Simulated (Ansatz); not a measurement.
Geometry optimisation in Ansatz: input, command and trajectory.

```yaml
crystal:
  lattice:
    - [4.5924169221, 0.0, 0.0]
    - [0.0, 4.5924169221, 0.0]
    - [0.0, 0.0, 3.1291225354]
  atoms:
    - { symbol: Sn, position: [0.0, 0.0, 0.0] }
    - { symbol: Sn, position: [0.5, 0.5, 0.5] }
    - { symbol: O, position: [0.305120743, 0.305120743, 0.0] }
    - { symbol: O, position: [0.194879257, 0.805120743, 0.5] }
    - { symbol: O, position: [0.694879257, 0.694879257, 0.0] }
    - { symbol: O, position: [0.805120743, 0.194879257, 0.5] }
basis:
  ecutwfc: 500
kpoints:
  mp_grid: { grid: [6, 6, 8] }
hamiltonian:
  xc: r2scan
scf:
  occupations: { method: gaussian, width: 0.02 }
output:
  forces: true
  stress: true
  eigenvalues: true
  write_density: true
  write_potential: true
  elf: true
  volumetric_format: npy
relax:
  adjacent_minimum: "off"
  f_tol: 0.01
  max_steps: 30
  cell: { stress_tol: 0.1, fix: [volume] }
```

```bash
ansatz run input.yaml --threads 2 --pin off --max-ram 5120MiB --backend cpu --events-out ev --progress --plain --runs-dir out
```

Method: DFT r2SCAN, scalar-relativistic, plane waves, PAW in Ansatz.

The volume is held at 0.91 times that of the relaxed cell.

Of 5 frames 4 are shown, positions in Å and forces in eV/Å; the SCF threshold varies from step to step. Steps run on the plane waves of an earlier cell, with a Pulay correction in the pressure. The basis is chosen afresh for the last frame, the zero of the energies, and at times for earlier ones too; energy and pressure can step there, also at an unchanged geometry. Where two frames share a geometry here, they differ by under 2 meV/atom and 0.3 GPa.

```xyz
6
Lattice="4.5924 0.0000 0.0000 0.0000 4.5924 0.0000 0.0000 0.0000 3.1291" Properties=species:S:1:pos:R:3:forces:R:3 pbc="T T T" step=1 free_energy_over_end_meV_per_atom=0.35 pressure_GPa=24.56
Sn    0.0000    0.0000    0.0000    0.0000    0.0000    0.0000
Sn    2.2962    2.2962    1.5646    0.0000    0.0000    0.0000
O     1.4012    1.4012    0.0000   -0.0679   -0.0679    0.0000
O     0.8950    3.6974    1.5646    0.0679   -0.0679    0.0000
O     3.1912    3.1912    0.0000    0.0679    0.0679    0.0000
O     3.6974    0.8950    1.5646   -0.0679    0.0679    0.0000
6
Lattice="4.5838 0.0000 0.0000 0.0000 4.5838 0.0000 0.0000 0.0000 3.1409" Properties=species:S:1:pos:R:3:forces:R:3 pbc="T T T" step=2 free_energy_over_end_meV_per_atom=0.06 pressure_GPa=24.34
Sn    0.0000    0.0000    0.0000    0.0000    0.0000    0.0000
Sn    2.2919    2.2919    1.5704    0.0000    0.0000    0.0000
O     1.3992    1.3992    0.0000   -0.0509   -0.0509    0.0000
O     0.8927    3.6911    1.5704    0.0509   -0.0509    0.0000
O     3.1846    3.1846    0.0000    0.0509    0.0509    0.0000
O     3.6911    0.8927    1.5704   -0.0509    0.0509    0.0000
6
Lattice="4.5827 0.0000 0.0000 0.0000 4.5827 0.0000 0.0000 0.0000 3.1424" Properties=species:S:1:pos:R:3:forces:R:3 pbc="T T T" step=3 free_energy_over_end_meV_per_atom=0.00 pressure_GPa=24.24
Sn    0.0000    0.0000    0.0000    0.0000    0.0000    0.0000
Sn    2.2914    2.2914    1.5712    0.0000    0.0000    0.0000
O     1.3971    1.3971    0.0000    0.0123    0.0123    0.0000
O     0.8943    3.6884    1.5712   -0.0123    0.0123    0.0000
O     3.1857    3.1857    0.0000   -0.0123   -0.0123    0.0000
O     3.6884    0.8943    1.5712    0.0123   -0.0123    0.0000
6
Lattice="4.5825 0.0000 0.0000 0.0000 4.5825 0.0000 0.0000 0.0000 3.1427" Properties=species:S:1:pos:R:3:forces:R:3 pbc="T T T" step=5 free_energy_over_end_meV_per_atom=0.00 pressure_GPa=24.25
Sn    0.0000    0.0000    0.0000    0.0000    0.0000    0.0000
Sn    2.2912    2.2912    1.5713    0.0000    0.0000    0.0000
O     1.3974    1.3974    0.0000    0.0001    0.0001    0.0000
O     0.8938    3.6887    1.5713   -0.0001    0.0001    0.0000
O     3.1851    3.1851    0.0000   -0.0001   -0.0001    0.0000
O     3.6887    0.8938    1.5713    0.0001   -0.0001    0.0000
```

Time: 26 s on 2 threads of Intel(R) Xeon(R) 6975P-C (Granite Rapids) (shared host), peak memory 0.59 GiB.